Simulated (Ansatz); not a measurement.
The geometry is COD entry 9008522, unchecked; take it as a test cell. The listed cell was then made from it by scaling, straining or moving an atom.

Zn: DFT, PBEsol, all-electron PAW with datasets made for the crystal, scalar-relativistic (Ansatz 0.2.0). What sets it apart from a plain run of this crystal: equal xx and yy strain of -3 %.

Command: `ansatz run input.yaml --threads 1 --pin off --max-ram 3072MiB --backend cpu --events-out ev --progress --plain --runs-dir out` The run took 14 s on 1 thread of Arm Neoverse V2, with other jobs on the host, peak memory 0.55 GiB.

```yaml
crystal:
  lattice:
    - [2.5848541116, 0.0, 0.0]
    - [-1.2924270558, 2.2385493257, 0.0]
    - [0.0, 0.0, 4.9467]
  atoms:
    - { symbol: Zn, position: [0.3333333333, 0.6666666667, 0.25] }
    - { symbol: Zn, position: [0.6666666667, 0.3333333333, 0.75] }
kpoints:
  mp_grid: { grid: [18, 18, 8] }
scf:
  occupations: { method: fermi_dirac, width: 0.03 }
hamiltonian:
  xc: pbesol
  pseudopotentials: { kind: all_electron, datasets: crystal }
output:
  forces: true
  stress: true
  eigenvalues: true
  efg: { contact_densities: true }
```

Output (standing set-up lines are left out):

```
hamiltonian.pseudopotentials.datasets: crystal makes datasets for this crystal and solves the spheres of its atoms anew in each pass: cutoff 280.0 eV, the density's 1120.0 eV; for an error of 0.50 meV an atom under PBE, 1.0 meV for the cell; an energy difference from a run of another recipe may be off by several times the error for the cell, under r2SCAN by more, where some 0.1 meV an atom stays at smaller errors; Zn in spheres of 1.291 Å, 12 of its electrons in bands, 8 on its site; only band paths and densities of states list, in semicore columns, the levels of the semicore shells that are solved separately: 3s of Zn, 3p of Zn
Pseudopotential: Zn, paw, valence charge 20, recommended cutoff 280 eV (normal), Koelling and Harmon's equation, gaussian nucleus
Crystal: 2 atoms, lattice volume = 28.623 Å³
Basis set: ecut = 280 eV, 325 PW (Γ), exchange–correlation on 30×30×54 points (8 copies of the dense FFT grid, shifted against one another)
PAW one-centre angular grid: Zn, 590 points (default); XC on its mesh's 1903 points in the sphere
iter 1 solved again at ethr=3.11e-3 eV; its pass at ethr=1.00e-1 eV (dr2=7.46e-1 eV) is discarded
SCF iter   1: F=—  HF=-97670.021413 eV  |F-HF|=—  |Δ(HF+E_count)|=         —  Δρ=5.15e-2  dr2=7.15e-1  ethr=3.11e-3  ⟨swp⟩=2.9  Hψ=15896  notcnv=0
preconditioner: auto → none  [metal: Δε(μ)=0.026 eV  Ē_g=12.657 eV  σ=0.030 eV  W_gap=0.21  n_scr=4 (ndim 8)  ℏωp=34.0 eV  f_vac=0.000  D(μ)=0.47/eV (n_scr^D=2)  sad-step TF]
SCF iter   2: F=—  HF=-97669.899323 eV  |F-HF|=—  |Δ(HF+E_count)|=   1.22e-1  Δρ=1.85e-2  dr2=9.31e-2  ethr=2.98e-3  ⟨swp⟩=3.0  Hψ=6992  notcnv=0  defer=2
SCF iter   3: F=—  HF=-97669.841218 eV  |F-HF|=—  |Δ(HF+E_count)|=   5.81e-2  Δρ=1.38e-2  dr2=5.26e-2  ethr=3.88e-4  ⟨swp⟩=3.0  Hψ=6445  notcnv=0  defer=10
iter 4 solved again at ethr=2.24e-6 eV; its pass at ethr=2.19e-4 eV (dr2=5.39e-4 eV) is discarded
SCF iter   4: F=—  HF=-97669.828019 eV  |F-HF|=—  |Δ(HF+E_count)|=   1.32e-2  Δρ=2.13e-3  dr2=5.60e-4  ethr=2.24e-6  ⟨swp⟩=2.1  Hψ=13644  notcnv=0  defer=3
SCF iter   5: F=—  HF=-97669.829009 eV  |F-HF|=—  |Δ(HF+E_count)|=   9.90e-4  Δρ=1.17e-3  dr2=1.84e-4  ethr=2.24e-6  ⟨swp⟩=3.0  Hψ=5748  notcnv=0
SCF iter   6: F=—  HF=-97669.829329 eV  |F-HF|=—  |Δ(HF+E_count)|=   3.20e-4  Δρ=1.32e-4  dr2=2.77e-6  ethr=7.65e-7  ⟨swp⟩=3.0  Hψ=7740  notcnv=0  defer=1
SCF iter   7: F=—  HF=-97669.829326 eV  |F-HF|=—  |Δ(HF+E_count)|=   3.00e-6  Δρ=3.19e-5  dr2=1.60e-7  ethr=1.15e-8  ⟨swp⟩=3.0  Hψ=6323  notcnv=0
SCF iter   8: F=-97669.829326 eV  HF=-97669.829326 eV  |F-HF|=2.52e-9  |Δ(HF+E_count)|=   1.52e-7  Δρ=1.30e-6  dr2=4.04e-10  ethr=6.66e-10  ⟨swp⟩=3.0  Hψ=7172  notcnv=0
SCF 1 converged in 8 iterations: F = -97669.829323 eV  dr2 = 4.04e-10
  Residual-converged pass: ⟨swp⟩=2.8  Hψ=5077  notcnv=0  max |occ|·‖R‖ = 5.2e-6 eV (tolerance 5.3e-6 eV)  dr2=4.00e-10  dr2_onsite=2.73e-9  max |Δocc| = 2.6e-10
  greatest PAW one-centre occupation: 0.976 electrons in one spin orbital (limit 2), on the Zn atom at site 1 (counted from 0), in its partial waves of l = 2
SCF converged after 8 iterations
Free energy (F): -97669.829323 eV
Harris-Foulkes:  -97669.829323 eV  (|F-HF|=2.52e-9)
Internal energy: -97669.828238 eV  (E = F + TS)
E sigma→0 (E₀):  -97669.828780 eV
Entropy (-TS):   -0.001085 eV (-0.543 meV/atom)
Past the cutoff: the bands carry plane waves up to 1.75 times it, of which those up to 1.5 times it add -0.000336 eV an atom, each by itself; the spheres take 0.000387 eV an atom off the energy for waves past 1.75 times it
By the cutoff:   a pressure is off by up to 0.010 GPa (1.2 times the spheres' own share and the shells' term, over an atom's volume, and 0.004 GPa: a bound that held against runs at twice the plane waves)
Past the cutoffs: a stress includes 0.0032 GPa for waves and charges beyond them, in addition to the slope of what the spheres take
In the spheres:  the bands' charges fall short by 2.1e-7 e at most (sound up to 1e-3), those of shells solved beside the bands by 1.9e-8 e (sound up to 5e-4)
Fermi energy:    14.870901 eV
--- Per-component energies (eV) ---
  The terms above E_closure are by the made datasets' own strengths, without shells solved beside the bands.
--- Forces (eV/Å), atoms counted from 1 ---
  atom   1  Zn     0.00000000     0.00000000     0.00000000
  atom   2  Zn    -0.00000000    -0.00000000     0.00000000
  max |Σ_I F_I| component: 9.25e-18 eV/Å
--- Stress (GPa, compression-positive) ---
        0.304484      -0.000000       0.000000
        0.000000       0.304484       0.000000
        0.000000       0.000000      -0.505658
  P = ⅓ Tr σ = 0.0344 GPa (0.344 kbar)
  It holds what live shells' own plane waves past their cutoff add
--- PAW observables at the nuclei: V_zz in 10²¹ V/m², potentials from the cell's mean, atoms counted from 1 ---
  atom   1  Zn V_zz =    +4.649856   η = 0.0000   by run symmetry: allowed
            electrostatic potential = -3945.607595 V   contact ρ = 166351.494813 e/Å³
  atom   2  Zn V_zz =    +4.649856   η = 0.0000   by run symmetry: allowed
            electrostatic potential = -3945.607595 V   contact ρ = 166351.494813 e/Å³
--- Band table (eV; the first three rows and the last of 185) ---
  k-point 0: bands = ["3.8980", "5.8827", "6.7202", "7.0171", "7.0171", "7.0663", "7.0663", "7.4937", "7.4937", "7.6957", "7.6957", "10.7187", "11.4954", "27.8504"]
  k-point 1: bands = ["3.9916", "5.8639", "6.7235", "7.0166", "7.0166", "7.0626", "7.0626", "7.5038", "7.5038", "7.6899", "7.6899", "9.5814", "12.8470", "26.3265"]
  k-point 2: bands = ["4.2650", "5.7872", "6.7416", "7.0165", "7.0165", "7.0526", "7.0526", "7.5312", "7.5312", "7.6728", "7.6728", "8.3786", "14.7108", "23.8577"]
  k-point 184: bands = ["6.7463", "6.7463", "6.8383", "6.8383", "7.0233", "7.0233", "7.2333", "7.2333", "7.6702", "7.6702", "15.8999", "15.8999", "16.7282", "16.7282"]
```
